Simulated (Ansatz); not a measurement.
## Ansatz 0.2.0, relaxation: Cs2TlVSe6

input.yaml:

```yaml
crystal:
  lattice:
    - [0.0, 5.218833, 5.218833]
    - [5.218833, 0.0, 5.218833]
    - [5.218833, 5.218833, 0.0]
  atoms:
    - { symbol: V, position: [0.0, 0.0, 0.0] }
    - { symbol: Se, position: [0.79, 0.21, 0.21] }
    - { symbol: Se, position: [0.21, 0.79, 0.21] }
    - { symbol: Se, position: [0.21, 0.79, 0.79] }
    - { symbol: Se, position: [0.79, 0.21, 0.79] }
    - { symbol: Se, position: [0.21, 0.21, 0.79] }
    - { symbol: Se, position: [0.79, 0.79, 0.21] }
    - { symbol: Cs, position: [0.25, 0.25, 0.25] }
    - { symbol: Cs, position: [0.75, 0.75, 0.75] }
    - { symbol: Tl, position: [0.5, 0.5, 0.5] }
  symmetry: { tolerance: 0.0003 }
kpoints:
  mp_grid: { grid: [6, 6, 6], shift: [0, 0, 0] }
magnetization:
  spin_polarized: false
scf:
  occupations: { method: fermi_dirac }
  lower_state_search: "off"
hamiltonian:
  pseudopotentials: { kind: paw }
  xc: r2scan
basis:
  ecutwfc: 500
  fft_grid_basis: typed
relax:
  max_steps: 40
  f_tol: 0.03
output:
  forces: true
  stress: true
  eigenvalues: true
  bader: true
  populations: true
  elf: true
  write_potential: true
  volumetric_format: npy
  dos:
    e_range: [-12, 8]
    de: 0.05
    projected: { site_lists: { Cs: [Cs], Se: [Se], Tl: [Tl], V: [V] } }
  write_density: true
checkpoint:
  read: saved_state
```

Run with:

```bash
ansatz run input.yaml --threads 2 --pin off --max-ram 2560MiB --backend cpu --events-out ev --progress --plain --runs-dir out
```

Origin of the cell: a known structure type with other elements, at an estimated volume, so it need not be a known compound.

The smearing width isn't typed, so it takes its default of 0.1 eV.

The saved state is a converged single point of the same cell.

Steps:

```csv
step,ΔF (meV/atom),max force component (eV/Å),SCF iterations,step was
1,0.0,4.320,7,accepted
2,-261.9,0.562,7,accepted
3,-268.8,0.008,5,accepted
4,-268.8,0.008,5,accepted
```

Before:

Space group Fm-3m (No. 225); the run's cell has a = 7.381 Å, b = 7.381 Å, c = 7.381 Å, α = 60.00°, β = 60.00°, γ = 60.00°. Shortest distances: Se–V 2.19 Å, Se–Tl 3.03 Å, Se–Se 3.10 Å.

After:

Space group Fm-3m (No. 225); the run's cell has a = 7.381 Å, b = 7.381 Å, c = 7.381 Å, α = 60.00°, β = 60.00°, γ = 60.00°. Shortest distances: Se–V 2.43 Å, Se–Tl 2.79 Å, Se–Se 3.43 Å.

```
CELL_PARAMETERS angstrom
0.00000 5.21883 5.21883
5.21883 0.00000 5.21883
5.21883 5.21883 0.00000
ATOMIC_POSITIONS crystal
V 0.00000 0.00000 0.00000
Se 0.76740 0.23260 0.23260
Se 0.23260 0.76740 0.23260
Se 0.23260 0.76740 0.76740
Se 0.76740 0.23260 0.76740
Se 0.23260 0.23260 0.76740
Se 0.76740 0.76740 0.23260
Cs 0.25000 0.25000 0.25000
Cs 0.75000 0.75000 0.75000
Tl 0.50000 0.50000 0.50000
```

* Free energy lowered by: 268.8 meV/atom
* Final pressure: 2.57 GPa
* Relaxation steps listed: 4

Caveats: no spin polarisation, so a magnetic state may lie lower; no spin-orbit coupling, though heavy elements are present; the SCF threshold is looser than advised for a stress; the relaxation held the start's symmetry, so the end may be a saddle point.

The run took 3.3 min on 2 threads of Arm Neoverse V1 (shared host), peak memory 1.6 GiB, from a saved density.
